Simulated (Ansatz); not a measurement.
**Equation of state of TiSi2 from a dense series**

```
CELL_PARAMETERS angstrom
0.00000 4.11800 4.26150
2.38650 0.00000 4.26150
2.38650 4.11800 0.00000
ATOMIC_POSITIONS crystal
Ti 0.75000 0.75000 0.75000
Ti 0.50000 0.50000 0.50000
Si 0.08300 0.41700 0.08300
Si 0.41700 0.08300 0.41700
Si 0.16700 0.83300 0.16700
Si 0.83300 0.16700 0.83300
```

Atoms are numbered in the order listed.

The cell is COD entry 1010453, as deposited and not checked against the literature; nothing was relaxed. It is an old determination, and later ones may differ.

All numbers below come from DFT, PBEsol, all-electron LAPW, scalar-relativistic (Ansatz 0.2.0).

Numerical set-up: a Γ-centred 8×8×8 k mesh, Fermi–Dirac smearing of 0.08 eV, basis error target 0.5 meV/atom, no spin polarisation.

The cell is scaled evenly. Fractional coordinates are held (clamped ions).

```tsv
V (Å³/atom)	P (GPa)
13.123	8.64
13.402	4.81
13.681	1.37
13.821	-0.22
13.960	-1.73
14.100	-3.16
14.239	-4.51
14.798	-9.26
```

(1) Fit a third-order Birch–Murnaghan curve to the pressures.

(2) Predict the pressure at the withheld volume, 14.519 Å³/atom.

## Answers

(1) P = (3B0/2)(y^(7/2) − y^(5/2))[1 + (3/4)(B0′ − 4)(y − 1)] with y = (V0/V)^(2/3) fits within 0.01 GPa for V0 = 13.801 Å³/atom, B0 = 154.0 GPa and B0′ = 4.27.

(2) There y = 0.9668, so the fit gives -7.01 GPa; the run gave -7.01 GPa.
